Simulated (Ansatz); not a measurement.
MgIn2Se4 in space group P-1 (No. 2; Pearson symbol aP28), plane-wave PAW r²SCAN (Ansatz code), all energies at zero smearing, with the estimated change up to a 700 eV cutoff added, with one set of potentials and settings (totals compare only within such a set). Cell of 28 atoms (4 Mg, 8 In, 16 Se): -140276.394 eV.

```
element                reference phase  E (eV/atom)
-------  -----------------------------  -----------
Mg       P6_3/mmc, 2 atoms in the cell   -1926.4086
In         I4/mmm, 1 atoms in the cell   -5611.8204
Se         P3_121, 3 atoms in the cell   -5478.1269
```

Formation energy per atom, worked out: (-140276.394 − 4×(-1926.4086) − 8×(-5611.8204) − 16×(-5478.1269))/28 = -0.934 eV/atom (-90 kJ per mol of atoms), at 0 K, without zero-point energy or fitted corrections.

The workflow started from a Materials Project entry (that database holds measured and hypothetical structures alike); the Crystallography Open Database copy checked does not list it. With Mg and In taken as one species the cell has the higher symmetry R-3m, so it may be an ordered model of a mixed-site phase. Its standing as an ambient phase is unchecked. The r²SCAN relaxation kept the symmetry of its start; whether a distortion lowers the energy is not shown. A crystal of weakly bound layers computed without a dispersion correction: the cell and the soft elastic constants depend strongly on that. The references are the lowest solids computed at this level, not always the standard phases.

Potentials: the later of the program's two PAW sets.
